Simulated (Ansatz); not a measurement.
An Ansatz (a quantum-chemistry and plane-wave program) run. Input:

Ansatz 0.2 input:
```yaml
crystal:
  lattice:
    - [1.8083484052, 1.0440504386, 6.1332807779]
    - [-1.8083484052, 1.0440504386, 6.1332807779]
    - [0.0, -2.0881008771, 6.1332807779]
  atoms:
    - { symbol: C, position: [0.0, 0.0, 0.0] }
    - { symbol: Y, position: [0.2600558522, 0.2600558522, 0.2600558522] }
    - { symbol: Y, position: [0.7399441478, 0.7399441478, 0.7399441478] }
kpoints:
  mp_grid: { grid: [10, 10, 10] }
  band_path:
    path:
      - [[0.0, 0.0, 0.0], [0.5, 0.5, 0.5], [0.8140151623, 0.1859848377, 0.5]]  # Γ-T-H_2
      - [[0.5, -0.1859848377, 0.1859848377], [0.5, 0.0, 0.0], [0.0, 0.0, 0.0], [0.3429924189, -0.3429924189, 0.0]]  # H_0-L-Γ-S_0
      - [[0.6570075811, 0.0, 0.3429924189], [0.5, 0.0, 0.5], [0.0, 0.0, 0.0]]  # S_2-F-Γ
    npoints: 10
hamiltonian:
  xc: r2scan
  pseudopotentials: { kind: paw }
magnetization: { noncollinear: true, spin_orbit: true }
scf:
  n_extra_bands: 12
  convergence: { dr2_threshold: 0.0000000001 }
  occupations: { method: gaussian, width: 0.05 }
output: { eigenvalues: true }
```

Output (shortened):

```
basis.fft_grid_basis auto: the FFT boxes are laid along the combinations [[1, 0, -1], [0, 1, -1], [0, 0, 1]] of the cell's own vectors, 3.617, 3.617 and 6.479 …
Pseudopotential: C, paw_fr, valence charge 4
Pseudopotential: Y, paw_fr, valence charge 11
Functional definition: r2SCAN
non-collinear run that drives no moment, with spin-orbit …
Crystal: 3 atoms, lattice volume = 69.478 Å³
Basis set: ecut = 500 eV, 1775 PW (Γ), FFT grids on a1−a3, a2−a3, a3, exchange–correlation on 108×108×192 points (64 copies of the dense FFT grid, shifted against one another)
Bands: 38, of which v1, the nominal top of the filled ones, is band 26 counted from 1 (25 counted from 0)
Symmetry: 12 space group operations + 12 with time reversal
k-points: 116 of 1000
Projection manifold: j_resolved (fully-relativistic pseudo-atomic orbitals)
SCF iter   1: F=—  HF=-7963.871024 eV  |F-HF|=—  |Δ(HF+E_count)|=         —  Δρ=5.75e-2  dr2=6.24e0  dr2_τ=9.67e-2  dr2_m=0.00e0 (ungated)  ethr=3.10e-3  |M|=0.00e0 ∫|m|=0.00e0 μB  |m|>n=0.0e0 m-floor=0.0e0 τ_xc=0.0e0  β_m=0.30  ⟨swp⟩=5.7  Hψ=10480  notcnv=0  defer=68
preconditioner: auto → Kerker (q_TF=auto, 2.316 Å⁻¹)
spin=Noncollinear: Kerker preconditioning applied to the charge; magnetization (m_x, m_y, m_z) channels mix plain (no charge-response kernel on spin).
SCF iter   2: F=—  HF=-7963.311211 eV  |F-HF|=—  |Δ(HF+E_count)|=   5.60e-1  Δρ=3.56e-2  dr2=2.71e0  dr2_τ=1.02e-2  dr2_m=0.00e0 (ungated)  ethr=3.10e-3  |M|=0.00e0 ∫|m|=0.00e0 μB  |m|>n=0.0e0 m-floor=0.0e0 τ_xc=0.0e0  β_m=0.53  ⟨swp⟩=2.0  Hψ=3634  notcnv=0  defer=624
SCF iter   3: F=—  HF=-7962.983266 eV  |F-HF|=—  |Δ(HF+E_count)|=   3.28e-1  Δρ=1.31e-2  dr2=1.31e-1  dr2_τ=1.16e-3  dr2_m=0.00e0 (ungated)  ethr=3.10e-3  |M|=0.00e0 ∫|m|=0.00e0 μB  |m|>n=0.0e0 m-floor=0.0e0 τ_xc=0.0e0  β_m=0.76  ⟨swp⟩=2.3  Hψ=2898  notcnv=0  defer=624
SCF iter   4: F=—  HF=-7963.010621 eV  |F-HF|=—  |Δ(HF+E_count)|=   2.74e-2  Δρ=3.94e-3  dr2=2.96e-2  dr2_τ=9.14e-5  dr2_m=0.00e0 (ungated)  ethr=5.02e-4  |M|=0.00e0 ∫|m|=0.00e0 μB  |m|>n=0.0e0 m-floor=0.0e0 τ_xc=0.0e0  β_m=0.88  ⟨swp⟩=2.4  Hψ=3361  notcnv=0  defer=674
SCF iter   5: F=—  HF=-7963.011836 eV  |F-HF|=—  |Δ(HF+E_count)|=   1.21e-3  Δρ=1.11e-3  dr2=1.87e-3  dr2_τ=1.26e-5  dr2_m=0.00e0 (ungated)  ethr=1.14e-4  |M|=0.00e0 ∫|m|=0.00e0 μB  |m|>n=0.0e0 m-floor=0.0e0 τ_xc=0.0e0  β_m=0.94  ⟨swp⟩=2.0  Hψ=2807  notcnv=0  defer=674
SCF iter   6: F=—  HF=-7963.012026 eV  |F-HF|=—  |Δ(HF+E_count)|=   1.91e-4  Δρ=3.85e-4  dr2=2.58e-4  dr2_τ=1.08e-6  dr2_m=0.00e0 (ungated)  ethr=7.19e-6  |M|=0.00e0 ∫|m|=0.00e0 μB  |m|>n=0.0e0 m-floor=0.0e0 τ_xc=0.0e0  β_m=0.97  ⟨swp⟩=2.3  Hψ=2653  notcnv=0  defer=674
SCF iter   7: F=—  HF=-7963.012071 eV  |F-HF|=—  |Δ(HF+E_count)|=   4.41e-5  Δρ=1.24e-4  dr2=5.30e-5  dr2_τ=1.41e-7  dr2_m=0.00e0 (ungated)  ethr=9.93e-7  |M|=0.00e0 ∫|m|=0.00e0 μB  |m|>n=0.0e0 m-floor=0.0e0 τ_xc=0.0e0  β_m=0.99  ⟨swp⟩=2.1  Hψ=2386  notcnv=0  defer=674
SCF iter   8: F=—  HF=-7963.012062 eV  |F-HF|=—  |Δ(HF+E_count)|=   8.43e-6  Δρ=3.06e-5  dr2=2.18e-6  dr2_τ=3.60e-8  dr2_m=0.00e0 (ungated)  ethr=2.04e-7  |M|=0.00e0 ∫|m|=0.00e0 μB  |m|>n=0.0e0 m-floor=0.0e0 τ_xc=0.0e0  β_m=0.99  ⟨swp⟩=2.2  Hψ=2484  notcnv=0  defer=674
SCF iter  12: F=-7963.012089 eV  HF=-7963.012089 eV  |F-HF|=1.82e-12  |Δ(HF+E_count)|=  7.28e-11  Δρ=1.17e-7  dr2=1.52e-11  dr2_τ=1.30e-13  dr2_m=0.00e0 (ungated)  ethr=1.00e-12  |M|=0.00e0 ∫|m|=0.00e0 μB  |m|>n=0.0e0 m-floor=0.0e0 τ_xc=0.0e0  ⟨swp⟩=10.1  Hψ=7945  notcnv=0
SCF 1 converged in 12 iterations: F = -7963.012089 eV  dr2 = 1.52e-11
NSCF: frozen V_eff on 73 k-points
SCF converged after 12 iterations
Magnetization: |M| = 0.0000 μB,  M = (+0.0000, +0.0000, +0.0000) μB
Absolute magnetization: 0.0000 μB (∫|m|)
  site 0: m = (+0.0000, +0.0000, +0.0000) μB, |m| = 0.0000 μB  (R = 1.03 Å)
  site 1: m = (+0.0000, +0.0000, +0.0000) μB, |m| = 0.0000 μB  (R = 1.03 Å)
  site 2: m = (+0.0000, +0.0000, +0.0000) μB, |m| = 0.0000 μB  (R = 1.03 Å)
Free energy (F): -7963.012089 eV
Harris-Foulkes:  -7963.012089 eV  (|F-HF|=1.82e-12)
Internal energy: -7963.009115 eV  (E = F + TS)
E sigma→0 (E₀):  -7963.010602 eV
Entropy (-TS):   -0.002974 eV (-0.991 meV/atom)
Fermi energy:    9.611767 eV
--- Per-component energies (eV) ---
  E_band       = -234.540153
  E_kinetic    = 696.908866
  E_local      = -1436.796627  (includes V_loc(G=0)·N_el)
  E_nonlocal   = 124.693551
  E_hartree    = 483.762347
  E_xc         = -383.936332
  E_vxc        = -509.709549  (∫ρ·V_xc dr)
  E_paw        = -5773.728554  (= ΣΔE_a)
  E_vpaw       = -104.617488  (= ΣTr[D̂ρ^β])
  E_aug_tail   = 0.000010  (compensation charges beyond the density's cutoff)
  E_vtau       = 27.456437  (kinetic-family band-sum trace: ∫τ·v_τ [+ j·A + Jᵃ·Aᵃ] dr)
  E_ewald      = -1673.579344
  E_core_change = -0.333031  (= ΣΔE_core)
  E_smearing   = -0.002974  (= −TS)
  E_closure    =  0.000000  (closes the sum)
  Σ components = -7963.012089   (vs F -7963.012089, Δ=0.00e0)
  [band-id]    e_kinetic+e_local+e_nonlocal+2·e_hartree+e_vxc+e_vpaw+e_augmentation_tail+e_vtau = -234.540107   (vs E_band -234.540153, Δ=4.64e-5)
--- Band table (eV; the first three rows and the last of 116) ---
  k-point 0: bands = ["-34.0773", "-34.0773", "-34.0028", "-34.0028", "-14.4341", "-14.4341", "-14.1678", "-14.1678", "-13.1200", "-13.1200", "-12.7930", "-12.7930", "-12.7216", "-12.7216", "-12.7024", "-12.7024", "-0.3487", "-0.3487", "6.0685", "6.0685", …
  k-point 1: bands = ["-34.0714", "-34.0714", "-34.0003", "-34.0003", "-14.4363", "-14.4363", "-14.1889", "-14.1889", "-13.1233", "-13.1233", "-12.8236", "-12.8236", "-12.7545", "-12.7545", "-12.7103", "-12.7103", "-0.2701", "-0.2701", "6.2482", "6.2482", …
  k-point 2: bands = ["-34.0556", "-34.0556", "-33.9942", "-33.9942", "-14.4445", "-14.4445", "-14.2473", "-14.2473", "-13.1314", "-13.1314", "-12.8986", "-12.8986", "-12.8361", "-12.8361", "-12.7309", "-12.7309", "-0.0834", "-0.0834", "6.7213", "6.7213", …
  k-point 115: bands = ["-34.0692", "-34.0692", "-34.0111", "-34.0111", "-14.3831", "-14.3831", "-14.2076", "-14.2076", "-13.0577", "-13.0577", "-12.7884", "-12.7884", "-12.7835", "-12.7835", "-12.7314", "-12.7314", "-0.2417", "-0.2417", "5.4489", "5.4489", …
```

Cost: about 2.5 core-minutes (a rough figure) on shared cores.

Space group R-3m. The workflow started from an entry of the Crystallography Open Database (COD). Its standing as an ambient phase is unchecked. Symmetry was held in the r²SCAN relaxation; its stability against distortions is not shown here. No spin polarisation was allowed.

Potentials: the later of the program's two PAW sets.

Ansatz is a plane-wave DFT program.
